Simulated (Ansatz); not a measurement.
Band table of ZrS

```
CELL_PARAMETERS angstrom
0.00000 2.56698 2.56698
2.56698 0.00000 2.56698
2.56698 2.56698 0.00000
ATOMIC_POSITIONS crystal
Zr 0.00000 0.00000 0.00000
S 0.50000 0.50000 0.50000
```

The cell comes from a relaxation on PAW files under the same functional, begun from a database entry that needn't be the ground state.

Computed with Ansatz 0.2.0; functional LDA, scalar-relativistic. Settings: a Γ-centred 10×10×10 k mesh, Fermi–Dirac smearing of 0.02 eV, no spin polarisation. Methods: LAPW: all electrons, basis error target 0.5 meV/atom.

Path points, in fractions of the reciprocal vectors: Γ (0.000, 0.000, 0.000), X (0.500, 0.000, 0.500), U (0.625, 0.250, 0.625), K (0.375, 0.375, 0.750), L (0.500, 0.500, 0.500), W (0.500, 0.250, 0.750). The distance column jumps between branches of the path. Levels in eV from the Fermi level; bands 17 to 24, counted from the lowest band of the run. The gap is zero, the pressure 0.05 GPa.

```
# k(1/Å) point b17 b18 b19 b20 b21 b22 b23 b24
0.000 Γ -16.13 -3.55 -3.55 -3.55 -1.59 -1.59 -1.59 -0.85
0.175 - -16.03 -4.38 -3.76 -3.76 -1.75 -1.18 -1.18 -0.80
0.350 - -15.77 -5.64 -4.11 -4.11 -2.15 -0.64 -0.28 -0.28
0.525 - -15.47 -6.58 -4.38 -4.38 -2.65 -0.40 0.80 0.80
0.699 - -15.24 -7.01 -4.51 -4.51 -3.13 -0.11 1.77 1.77
0.874 - -15.17 -6.91 -4.54 -4.54 -3.51 0.16 2.35 2.35
1.049 - -15.20 -6.56 -4.52 -4.52 -3.74 0.37 2.52 2.52
1.224 X -15.23 -6.36 -4.51 -4.51 -3.83 0.45 2.53 2.53
1.286 - -15.22 -6.36 -4.65 -4.54 -3.70 0.50 2.51 2.52
1.347 - -15.19 -6.36 -4.92 -4.63 -3.43 0.67 2.47 2.50
1.409 - -15.15 -6.35 -5.24 -4.77 -3.13 0.94 2.40 2.46
1.471 - -15.09 -6.34 -5.58 -4.93 -2.80 1.29 2.30 2.40
1.533 - -15.03 -6.32 -5.91 -5.11 -2.45 1.71 2.18 2.33
1.595 - -14.95 -6.30 -6.24 -5.30 -2.07 2.03 2.18 2.23
1.657 U -14.88 -6.55 -6.27 -5.47 -1.66 1.85 2.11 2.62
2.406 K -14.88 -6.55 -6.27 -5.47 -1.66 1.85 2.11 2.62
2.591 - -14.69 -7.28 -6.12 -5.90 -0.26 1.22 1.61 2.13
2.777 - -14.67 -7.57 -6.08 -5.87 0.52 0.97 1.15 1.63
2.962 - -14.89 -7.30 -5.98 -5.49 -0.17 0.29 0.86 1.80
3.148 - -15.29 -6.54 -5.58 -4.97 -0.76 -0.36 0.21 0.86
3.333 - -15.71 -5.44 -4.91 -4.37 -1.21 -0.93 -0.56 0.06
3.519 - -16.02 -4.24 -4.07 -3.81 -1.49 -1.38 -1.22 -0.54
3.704 Γ -16.13 -3.55 -3.55 -3.55 -1.59 -1.59 -1.59 -0.85
3.855 - -16.05 -3.99 -3.86 -3.86 -1.45 -1.45 -1.40 -0.45
4.007 - -15.84 -4.91 -4.47 -4.47 -1.14 -1.14 -1.09 0.49
4.158 - -15.51 -5.93 -5.08 -5.08 -0.77 -0.67 -0.67 1.66
4.310 - -15.11 -6.87 -5.59 -5.59 -0.35 -0.06 -0.06 2.93
4.461 - -14.72 -7.66 -5.96 -5.96 0.22 0.63 0.63 4.06
4.613 - -14.42 -8.20 -6.19 -6.19 0.98 1.26 1.26 3.00
4.764 L -14.30 -8.39 -6.27 -6.27 1.54 1.54 1.92 1.93
4.888 - -14.33 -8.32 -6.26 -6.24 1.13 1.50 1.84 2.42
5.011 - -14.41 -8.12 -6.22 -6.16 0.69 1.23 1.83 3.12
5.135 - -14.52 -7.80 -6.18 -6.05 0.35 0.79 1.95 3.54
5.258 - -14.65 -7.41 -6.14 -5.95 0.14 0.38 2.12 3.34
5.382 - -14.75 -6.99 -6.11 -5.91 0.02 0.10 2.26 2.73
5.506 - -14.82 -6.60 -6.08 -5.97 -0.02 -0.02 2.06 2.51
5.629 W -14.85 -6.38 -6.08 -6.08 -0.03 -0.03 1.86 2.54
5.717 - -14.87 -6.30 -6.18 -5.94 -0.69 0.61 1.79 2.54
5.804 - -14.93 -6.25 -6.09 -5.77 -1.35 1.20 1.64 2.54
5.892 - -15.00 -6.30 -5.76 -5.56 -1.98 1.41 1.70 2.54
5.979 - -15.09 -6.33 -5.36 -5.31 -2.58 1.14 2.09 2.53
6.066 - -15.16 -6.35 -5.01 -4.95 -3.12 0.83 2.34 2.53
6.154 - -15.21 -6.36 -4.70 -4.63 -3.58 0.56 2.48 2.53
6.241 X -15.23 -6.36 -4.51 -4.51 -3.83 0.45 2.53 2.53
```
